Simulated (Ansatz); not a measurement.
**Os: from a first guess to the relaxed hcp type**

First guess:

```xyz
2
Lattice="2.6584 0.0000 0.0000 -1.3292 2.3023 0.0000 0.0000 0.0000 4.3067" Properties=species:S:1:pos:R:3 pbc="T T T"
Os    0.0000    1.5349    1.0767
Os    1.3292    0.7674    3.2300
```

Level of theory: DFT, PBE, PAW with Ansatz's default frozen-core files, scalar-relativistic (Ansatz 0.2.0).

Cell and atoms relax within the symmetry of the start on a 16×16×9 k mesh with 0.03 eV Fermi–Dirac smearing.

The start is built from a prototype, known or not as a phase of this compound; the cutoff is 420 eV.

Spin–orbit coupling is left out, though it moves levels of the heavy atoms by tenths of an eV or more.

Problem. What is the pressure of the first guess?

Solution. 38.2 GPa.

Problem. What does it relax to?

Solution. a = 2.753 Å, b = 2.753 Å, c = 4.348 Å, α = 90.00°, β = 90.00°, γ = 120.00° (conventional cell), 14.27 Å³ per atom:
```
CELL_PARAMETERS angstrom
2.75324 0.00000 0.00000
-1.37662 2.38438 0.00000
0.00000 0.00000 4.34801
ATOMIC_POSITIONS crystal
Os 0.33333 0.66667 0.25000
Os 0.66667 0.33333 0.75000
```

Problem. How much energy does the relaxation release?

Solution. 133 meV/atom.
